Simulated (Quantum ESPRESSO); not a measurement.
# Computed records: Ga3SiCN3 (made-up cell), AlGe6As (made-up cell), B4N3O (made-up cell)

Calculation on a made-up crystal cell, not a measurement: periodic Kohn-Sham density functional theory in plane waves with PseudoDojo standard norm-conserving scalar-relativistic pseudopotentials, each functional with its own files (v0.5 for PBE, v0.4.1 for LDA and PBEsol), no spin polarisation, no spin-orbit coupling, atoms not relaxed, stress positive in tension, energies less a fixed whole-eV offset for each atom's element; levels are Kohn-Sham levels at fractions of this cell's reciprocal vectors, counted from the reference band (half the neutral cell's valence electrons, rounded up) at Gamma; error bars cover cutoff and k-mesh only, not smearing or the files; added strain carries the atoms with the cell, and shear is the tensor component; each bar is the largest change over components, and at least 0.002 eV, 0.002 eV per angstrom or 0.02 GPa; energies are for the whole cell, and the offsets were chosen from early runs and are not element reference energies. Program: Quantum ESPRESSO 7.5.

Common to all runs: functional pbe; cutoff 1143 eV; scf tolerance 1e-07 eV; electrons removed 0.

(1) Ga3SiCN3 (made-up cell)

Unstrained structure:
```
Ga3SiCN3
1.0
      3.1927     0.0000     0.0000
      0.0000     5.5298     0.0000
      0.0000     0.0000     5.2136
Ga Si Ga N C
1 1 2 3 1
Direct
  0.00207 -0.00702 -0.00495
  0.43117 0.50505 -0.00322
  0.50136 0.16241 0.47963
  -0.02919 0.64416 0.51391
  0.01463 0.00633 0.39675
  0.47364 0.49174 0.38252
  0.49958 0.15248 0.90640
  -0.01694 0.68572 0.87886
```

- lattice type: wurtzite
- fermi dirac smearing: 0.025 eV
- added strain kind: biaxial xx and yy
- added strain: 0.0058
- k mesh: 6 x 4 x 4, shifted by half a step
- structure shown: before the added strain of 0.0058
- free energy less offsets: -2.996 eV
- smearing term minus ts: 0 eV
- scf iterations: 13
- pressure: 1.458 GPa
- stress xx: -3.567 GPa
- stress yy: -2.357 GPa
- stress zz: 1.549 GPa
- stress yz: -3.358 GPa
- stress xz: -0.8691 GPa
- stress xy: -1.64 GPa
- reference band: 31
- error bar energy: 0.002 eV
- error bar stress: 0.03656 GPa
- error bar force: 0.003667 eV/Å
- error bar next band up: 0.002 eV
- error bars from: tighter rerun of a related cell

Atoms:
| atoms element | atom site | atom energy offset (eV) |
| --- | --- | --- |
| Ga | 1 | -2080 |
| Si | 2 | -115 |
| Ga | 3 | -2080 |
| Ga | 4 | -2080 |
| N | 5 | -283 |
| N | 6 | -283 |
| N | 7 | -283 |
| C | 8 | -163 |

Forces:
| site | x (eV/Å) | y (eV/Å) | z (eV/Å) |
| --- | --- | --- | --- |
| 1 | -0.09569 | 2.035 | 2.043 |
| 2 | 2.446 | -1.12 | 0.9793 |
| 3 | 0.7587 | -0.5764 | 1.482 |
| 4 | 0.289 | 1.785 | -1.055 |
| 5 | -1.224 | -1.595 | -1.073 |
| 6 | -0.2797 | 0.6336 | -2.62 |
| 7 | -0.484 | 4.273 | -1.03 |
| 8 | -1.41 | -5.436 | 1.273 |

Levels:
| level k point | next band up (eV) |
| --- | --- |
| Gamma | 2.008 |
| (1/2,1/2,1/2) | 2.675 |
| (0.15,0,0) | 2.935 |
| (0,0.15,0) | 2.424 |
| (0,0,0.15) | 2.533 |

(2) Ga3SiCN3 (made-up cell)

Structure as in entry 1.

- lattice type: wurtzite
- fermi dirac smearing: 0.025 eV
- added strain kind: biaxial xx and yy
- added strain: 0.0162
- k mesh: 6 x 4 x 4, shifted by half a step
- structure shown: before the added strain of 0.0162
- free energy less offsets: -3.001 eV
- smearing term minus ts: 0 eV
- scf iterations: 13
- pressure: -2.328 GPa
- stress xx: 1.8 GPa
- stress yy: 2.489 GPa
- stress zz: 2.696 GPa
- stress yz: -3.105 GPa
- stress xz: -0.6207 GPa
- stress xy: -1.67 GPa
- reference band: 31
- error bar energy: 0.002 eV
- error bar stress: 0.03656 GPa
- error bar force: 0.003667 eV/Å
- error bar next band up: 0.002 eV
- error bars from: tighter rerun of a related cell

Atoms:
| atoms element | atom site | atom energy offset (eV) |
| --- | --- | --- |
| Ga | 1 | -2080 |
| Si | 2 | -115 |
| Ga | 3 | -2080 |
| Ga | 4 | -2080 |
| N | 5 | -283 |
| N | 6 | -283 |
| N | 7 | -283 |
| C | 8 | -163 |

Forces:
| site | x (eV/Å) | y (eV/Å) | z (eV/Å) |
| --- | --- | --- | --- |
| 1 | -0.08133 | 1.926 | 1.874 |
| 2 | 2.306 | -1.031 | 1.004 |
| 3 | 0.6765 | -0.5749 | 1.361 |
| 4 | 0.2791 | 1.672 | -1.155 |
| 5 | -1.15 | -1.411 | -1.001 |
| 6 | -0.2694 | 0.5604 | -2.48 |
| 7 | -0.4951 | 4.014 | -0.9815 |
| 8 | -1.265 | -5.155 | 1.379 |

Levels:
| level k point | next band up (eV) |
| --- | --- |
| Gamma | 1.852 |
| (1/2,1/2,1/2) | 2.596 |
| (0.15,0,0) | 2.801 |
| (0,0.15,0) | 2.28 |
| (0,0,0.15) | 2.385 |

(3) AlGe6As (made-up cell)

Unstrained structure:
```
AlGe6As
1.0
      5.6082     0.0000     0.0000
      0.0000     5.6082     0.0000
      0.0000     0.0000     5.6082
Ge As Ge Al Ge
2 1 1 1 3
Direct
  -0.00209 0.00095 0.01268
  -0.01571 0.51699 0.48939
  0.49415 -0.01441 0.49754
  0.48953 0.49759 0.00991
  0.25029 0.23228 0.26267
  0.24462 0.74236 0.75140
  0.75404 0.24849 0.75746
  0.75545 0.75299 0.22754
```

- lattice type: zincblende/diamond
- fermi dirac smearing: 0.1 eV
- added strain kind: zz
- added strain: -0.0152
- k mesh: 6 x 6 x 6, shifted by half a step
- structure shown: before the added strain of -0.0152
- free energy less offsets: -0.9834 eV
- smearing term minus ts: -0.02056 eV
- scf iterations: 10
- pressure: 8.428 GPa
- stress xx: -8.33 GPa
- stress yy: -8.334 GPa
- stress zz: -8.621 GPa
- stress yz: 1.967 GPa
- stress xz: -0.9098 GPa
- stress xy: -1.012 GPa
- fermi level: 0.1632 eV
- reference band: 51
- error bar energy: 0.002716 eV
- error bar stress: 0.02 GPa
- error bar force: 0.005913 eV/Å
- error bar next band up: 0.002 eV
- error bar fermi level: 0.00941 eV
- error bars from: tighter rerun of a related cell

Atoms:
| atoms element | atom site | atom energy offset (eV) |
| --- | --- | --- |
| Ge | 1 | -2430 |
| Ge | 2 | -2430 |
| As | 3 | -2887 |
| Ge | 4 | -2430 |
| Al | 5 | -64 |
| Ge | 6 | -2430 |
| Ge | 7 | -2430 |
| Ge | 8 | -2430 |

Forces:
| site | x (eV/Å) | y (eV/Å) | z (eV/Å) |
| --- | --- | --- | --- |
| 1 | 0.9709 | 0.6614 | -1.165 |
| 2 | 0.8279 | -1.443 | 0.2044 |
| 3 | 0.847 | 0.2855 | 0.5303 |
| 4 | -0.1214 | -0.7237 | -0.1547 |
| 5 | -0.5681 | 1.482 | -0.009664 |
| 6 | -0.5031 | -0.1439 | 0.3885 |
| 7 | -0.3213 | 0.5366 | -0.333 |
| 8 | -1.132 | -0.6541 | 0.5393 |

Levels:
| level k point | next band up (eV) |
| --- | --- |
| Gamma | 0.2859 |
| (1/2,1/2,1/2) | -0.2041 |
| (0.15,0,0) | 0.3608 |
| (0,0.15,0) | 0.3173 |
| (0,0,0.15) | 0.306 |

(4) AlGe6As (made-up cell)

Structure as in entry 3.

* lattice type: zincblende/diamond
* fermi dirac smearing: 0.1 eV
* added strain kind: zz
* added strain: -0.0102
* k mesh: 6 x 6 x 6, shifted by half a step
* structure shown: before the added strain of -0.0102
* free energy less offsets: -1.029 eV
* smearing term minus ts: -0.02062 eV
* scf iterations: 10
* pressure: 7.965 GPa
* stress xx: -7.96 GPa
* stress yy: -7.962 GPa
* stress zz: -7.975 GPa
* stress yz: 1.918 GPa
* stress xz: -0.8735 GPa
* stress xy: -1.002 GPa
* fermi level: 0.1526 eV
* reference band: 51
* error bar energy: 0.002716 eV
* error bar stress: 0.02 GPa
* error bar force: 0.005913 eV/Å
* error bar next band up: 0.002 eV
* error bar fermi level: 0.00941 eV
* error bars from: tighter rerun of a related cell

Atoms:
| atoms element | atom site | atom energy offset (eV) |
| --- | --- | --- |
| Ge | 1 | -2430 |
| Ge | 2 | -2430 |
| As | 3 | -2887 |
| Ge | 4 | -2430 |
| Al | 5 | -64 |
| Ge | 6 | -2430 |
| Ge | 7 | -2430 |
| Ge | 8 | -2430 |

Forces:
| site | x (eV/Å) | y (eV/Å) | z (eV/Å) |
| --- | --- | --- | --- |
| 1 | 0.9666 | 0.6606 | -1.164 |
| 2 | 0.8211 | -1.428 | 0.2125 |
| 3 | 0.8348 | 0.2839 | 0.531 |
| 4 | -0.1257 | -0.7211 | -0.1631 |
| 5 | -0.5625 | 1.464 | -0.01603 |
| 6 | -0.5007 | -0.1436 | 0.3824 |
| 7 | -0.3165 | 0.5351 | -0.3311 |
| 8 | -1.117 | -0.6509 | 0.5485 |

Levels:
| level k point | next band up (eV) |
| --- | --- |
| Gamma | 0.2864 |
| (1/2,1/2,1/2) | -0.2219 |
| (0.15,0,0) | 0.348 |
| (0,0.15,0) | 0.3065 |
| (0,0,0.15) | 0.3225 |

(5) AlGe6As (made-up cell)

Structure as in entry 3.

- lattice type: zincblende/diamond
- fermi dirac smearing: 0.1 eV
- added strain kind: zz
- added strain: 0.0025
- k mesh: 6 x 6 x 6, shifted by half a step
- structure shown: before the added strain of 0.0025
- free energy less offsets: -1.129 eV
- smearing term minus ts: -0.02101 eV
- scf iterations: 10
- pressure: 6.836 GPa
- stress xx: -7.073 GPa
- stress yy: -7.071 GPa
- stress zz: -6.362 GPa
- stress yz: 1.798 GPa
- stress xz: -0.784 GPa
- stress xy: -0.9851 GPa
- fermi level: 0.1253 eV
- reference band: 51
- error bar energy: 0.002716 eV
- error bar stress: 0.02 GPa
- error bar force: 0.005913 eV/Å
- error bar next band up: 0.002 eV
- error bar fermi level: 0.00941 eV
- error bars from: tighter rerun of a related cell

Atoms:
| atoms element | atom site | atom energy offset (eV) |
| --- | --- | --- |
| Ge | 1 | -2430 |
| Ge | 2 | -2430 |
| As | 3 | -2887 |
| Ge | 4 | -2430 |
| Al | 5 | -64 |
| Ge | 6 | -2430 |
| Ge | 7 | -2430 |
| Ge | 8 | -2430 |

Forces:
| site | x (eV/Å) | y (eV/Å) | z (eV/Å) |
| --- | --- | --- | --- |
| 1 | 0.9545 | 0.6578 | -1.161 |
| 2 | 0.8039 | -1.389 | 0.2293 |
| 3 | 0.8036 | 0.2808 | 0.5286 |
| 4 | -0.1359 | -0.7136 | -0.1864 |
| 5 | -0.5483 | 1.417 | -0.0294 |
| 6 | -0.4939 | -0.1435 | 0.3697 |
| 7 | -0.305 | 0.5313 | -0.3228 |
| 8 | -1.079 | -0.6414 | 0.5716 |

Levels:
| level k point | next band up (eV) |
| --- | --- |
| Gamma | 0.2857 |
| (1/2,1/2,1/2) | -0.265 |
| (0.15,0,0) | 0.3163 |
| (0,0.15,0) | 0.2795 |
| (0,0,0.15) | 0.3575 |

(6) AlGe6As (made-up cell)

Structure as in entry 3.

* lattice type: zincblende/diamond
* fermi dirac smearing: 0.1 eV
* added strain kind: zz
* added strain: 0.0054
* k mesh: 6 x 6 x 6, shifted by half a step
* structure shown: before the added strain of 0.0054
* free energy less offsets: -1.149 eV
* smearing term minus ts: -0.02114 eV
* scf iterations: 10
* pressure: 6.586 GPa
* stress xx: -6.881 GPa
* stress yy: -6.878 GPa
* stress zz: -6 GPa
* stress yz: 1.772 GPa
* stress xz: -0.7643 GPa
* stress xy: -0.98 GPa
* fermi level: 0.1191 eV
* reference band: 51
* error bar energy: 0.002716 eV
* error bar stress: 0.02 GPa
* error bar force: 0.005913 eV/Å
* error bar next band up: 0.002 eV
* error bar fermi level: 0.00941 eV
* error bars from: tighter rerun of this cell

Atoms:
| atoms element | atom site | atom energy offset (eV) |
| --- | --- | --- |
| Ge | 1 | -2430 |
| Ge | 2 | -2430 |
| As | 3 | -2887 |
| Ge | 4 | -2430 |
| Al | 5 | -64 |
| Ge | 6 | -2430 |
| Ge | 7 | -2430 |
| Ge | 8 | -2430 |

Forces:
| site | x (eV/Å) | y (eV/Å) | z (eV/Å) |
| --- | --- | --- | --- |
| 1 | 0.9515 | 0.6573 | -1.159 |
| 2 | 0.8003 | -1.379 | 0.2341 |
| 3 | 0.7963 | 0.2798 | 0.5284 |
| 4 | -0.1379 | -0.712 | -0.1919 |
| 5 | -0.5452 | 1.406 | -0.03258 |
| 6 | -0.4925 | -0.1436 | 0.3659 |
| 7 | -0.3024 | 0.5305 | -0.3208 |
| 8 | -1.07 | -0.6387 | 0.5763 |

Levels:
| level k point | next band up (eV) |
| --- | --- |
| Gamma | 0.2849 |
| (1/2,1/2,1/2) | -0.2746 |
| (0.15,0,0) | 0.3092 |
| (0,0.15,0) | 0.2734 |
| (0,0,0.15) | 0.3641 |

(7) AlGe6As (made-up cell)

Structure as in entry 3.

- lattice type: zincblende/diamond
- fermi dirac smearing: 0.1 eV
- added strain kind: zz
- added strain: 0.0118
- k mesh: 6 x 6 x 6, shifted by half a step
- structure shown: before the added strain of 0.0118
- free energy less offsets: -1.189 eV
- smearing term minus ts: -0.02149 eV
- scf iterations: 10
- pressure: 6.05 GPa
- stress xx: -6.472 GPa
- stress yy: -6.467 GPa
- stress zz: -5.212 GPa
- stress yz: 1.714 GPa
- stress xz: -0.7217 GPa
- stress xy: -0.9704 GPa
- fermi level: 0.1057 eV
- reference band: 51
- error bar energy: 0.002716 eV
- error bar stress: 0.02 GPa
- error bar force: 0.005913 eV/Å
- error bar next band up: 0.002 eV
- error bar fermi level: 0.00941 eV
- error bars from: tighter rerun of a related cell

Atoms:
| atoms element | atom site | atom energy offset (eV) |
| --- | --- | --- |
| Ge | 1 | -2430 |
| Ge | 2 | -2430 |
| As | 3 | -2887 |
| Ge | 4 | -2430 |
| Al | 5 | -64 |
| Ge | 6 | -2430 |
| Ge | 7 | -2430 |
| Ge | 8 | -2430 |

Forces:
| site | x (eV/Å) | y (eV/Å) | z (eV/Å) |
| --- | --- | --- | --- |
| 1 | 0.9451 | 0.6548 | -1.156 |
| 2 | 0.7917 | -1.36 | 0.2417 |
| 3 | 0.7805 | 0.2778 | 0.5277 |
| 4 | -0.1424 | -0.7074 | -0.2036 |
| 5 | -0.5385 | 1.383 | -0.03871 |
| 6 | -0.4885 | -0.1433 | 0.3599 |
| 7 | -0.297 | 0.5285 | -0.317 |
| 8 | -1.051 | -0.6333 | 0.5861 |

Levels:
| level k point | next band up (eV) |
| --- | --- |
| Gamma | 0.2831 |
| (1/2,1/2,1/2) | -0.2944 |
| (0.15,0,0) | 0.2939 |
| (0,0.15,0) | 0.2604 |
| (0,0,0.15) | 0.3769 |

(8) AlGe6As (made-up cell)

Structure as in entry 3.

* lattice type: zincblende/diamond
* fermi dirac smearing: 0.1 eV
* added strain kind: zz
* added strain: 0.0212
* k mesh: 6 x 6 x 6, shifted by half a step
* structure shown: before the added strain of 0.0212
* free energy less offsets: -1.237 eV
* smearing term minus ts: -0.02212 eV
* scf iterations: 10
* pressure: 5.293 GPa
* stress xx: -5.904 GPa
* stress yy: -5.895 GPa
* stress zz: -4.081 GPa
* stress yz: 1.631 GPa
* stress xz: -0.6606 GPa
* stress xy: -0.9564 GPa
* fermi level: 0.08701 eV
* reference band: 51
* error bar energy: 0.002716 eV
* error bar stress: 0.02 GPa
* error bar force: 0.005913 eV/Å
* error bar next band up: 0.002 eV
* error bar fermi level: 0.00941 eV
* error bars from: tighter rerun of a related cell

Atoms:
| atoms element | atom site | atom energy offset (eV) |
| --- | --- | --- |
| Ge | 1 | -2430 |
| Ge | 2 | -2430 |
| As | 3 | -2887 |
| Ge | 4 | -2430 |
| Al | 5 | -64 |
| Ge | 6 | -2430 |
| Ge | 7 | -2430 |
| Ge | 8 | -2430 |

Forces:
| site | x (eV/Å) | y (eV/Å) | z (eV/Å) |
| --- | --- | --- | --- |
| 1 | 0.9354 | 0.6505 | -1.151 |
| 2 | 0.7793 | -1.332 | 0.253 |
| 3 | 0.7574 | 0.2761 | 0.5241 |
| 4 | -0.1483 | -0.701 | -0.2185 |
| 5 | -0.5275 | 1.348 | -0.04607 |
| 6 | -0.4836 | -0.1424 | 0.3498 |
| 7 | -0.2887 | 0.5252 | -0.312 |
| 8 | -1.024 | -0.6254 | 0.6007 |

Levels:
| level k point | next band up (eV) |
| --- | --- |
| Gamma | 0.2796 |
| (1/2,1/2,1/2) | -0.3215 |
| (0.15,0,0) | 0.2725 |
| (0,0.15,0) | 0.2422 |
| (0,0,0.15) | 0.3913 |

(9) AlGe6As (made-up cell)

Structure as in entry 3.

- lattice type: zincblende/diamond
- fermi dirac smearing: 0.1 eV
- added strain kind: zz
- added strain: 0.0243
- k mesh: 6 x 6 x 6, shifted by half a step
- structure shown: before the added strain of 0.0243
- free energy less offsets: -1.25 eV
- smearing term minus ts: -0.02236 eV
- scf iterations: 10
- pressure: 5.051 GPa
- stress xx: -5.724 GPa
- stress yy: -5.714 GPa
- stress zz: -3.714 GPa
- stress yz: 1.604 GPa
- stress xz: -0.6408 GPa
- stress xy: -0.9515 GPa
- fermi level: 0.08128 eV
- reference band: 51
- error bar energy: 0.002716 eV
- error bar stress: 0.02 GPa
- error bar force: 0.005913 eV/Å
- error bar next band up: 0.002 eV
- error bar fermi level: 0.00941 eV
- error bars from: tighter rerun of a related cell

Atoms:
| atoms element | atom site | atom energy offset (eV) |
| --- | --- | --- |
| Ge | 1 | -2430 |
| Ge | 2 | -2430 |
| As | 3 | -2887 |
| Ge | 4 | -2430 |
| Al | 5 | -64 |
| Ge | 6 | -2430 |
| Ge | 7 | -2430 |
| Ge | 8 | -2430 |

Forces:
| site | x (eV/Å) | y (eV/Å) | z (eV/Å) |
| --- | --- | --- | --- |
| 1 | 0.9322 | 0.6496 | -1.149 |
| 2 | 0.7752 | -1.322 | 0.2565 |
| 3 | 0.7499 | 0.2748 | 0.5235 |
| 4 | -0.15 | -0.6992 | -0.2238 |
| 5 | -0.5244 | 1.337 | -0.04907 |
| 6 | -0.4818 | -0.142 | 0.346 |
| 7 | -0.2863 | 0.524 | -0.3095 |
| 8 | -1.015 | -0.6227 | 0.6057 |

Levels:
| level k point | next band up (eV) |
| --- | --- |
| Gamma | 0.2784 |
| (1/2,1/2,1/2) | -0.3298 |
| (0.15,0,0) | 0.2658 |
| (0,0.15,0) | 0.2365 |
| (0,0,0.15) | 0.3949 |

(10) B4N3O (made-up cell)

Unstrained structure:
```
B4N3O
1.0
      2.6545     0.0168     0.0073
      0.0291     4.5759    -0.0442
      0.0119    -0.0417     4.3567
B O N
4 1 3
Direct
  -0.01298 0.01183 0.00058
  0.47860 0.51038 -0.00758
  0.50803 0.15982 0.50262
  0.01310 0.66623 0.49966
  -0.01176 0.01035 0.37089
  0.49829 0.50686 0.37397
  0.49857 0.16097 0.86990
  0.00000 0.67523 0.86248
```

- lattice type: wurtzite
- fermi dirac smearing: 0.1 eV
- added strain kind: biaxial xx and yy
- added strain: -0.0188
- k mesh: 9 x 6 x 6, shifted by half a step
- structure shown: before the added strain of -0.0188
- free energy less offsets: -3.517 eV
- smearing term minus ts: -0.05188 eV
- scf iterations: 10
- pressure: -7.484 GPa
- stress xx: -1.976 GPa
- stress yy: 10.27 GPa
- stress zz: 14.16 GPa
- stress yz: -2.244 GPa
- stress xz: -0.9145 GPa
- stress xy: 4.57 GPa
- fermi level: 0.7904 eV
- reference band: 17
- error bar energy: 0.002493 eV
- error bar stress: 0.1753 GPa
- error bar force: 0.01855 eV/Å
- error bar next band up: 0.002 eV
- error bar fermi level: 0.002901 eV
- error bars from: tighter rerun of a related cell

Atoms:
| atoms element | atom site | atom energy offset (eV) |
| --- | --- | --- |
| B | 1 | -79 |
| B | 2 | -79 |
| B | 3 | -79 |
| B | 4 | -79 |
| O | 5 | -452 |
| N | 6 | -283 |
| N | 7 | -283 |
| N | 8 | -283 |

Forces:
| site | x (eV/Å) | y (eV/Å) | z (eV/Å) |
| --- | --- | --- | --- |
| 1 | 0.436 | -0.5425 | -2.654 |
| 2 | 1.013 | -0.5936 | 0.3756 |
| 3 | 0.1704 | 3.176 | 1.937 |
| 4 | -0.7945 | -2.411 | 1.291 |
| 5 | -0.09063 | -0.5433 | -0.9907 |
| 6 | 0.377 | -0.1494 | -0.9817 |
| 7 | -0.5058 | 1.368 | -0.02373 |
| 8 | -0.6057 | -0.304 | 1.046 |

Levels:
| level k point | next band up (eV) |
| --- | --- |
| Gamma | 1.882 |
| (1/2,1/2,1/2) | 1.07 |
| (0.15,0,0) | 1.346 |
| (0,0.15,0) | 1.921 |
| (0,0,0.15) | 1.545 |
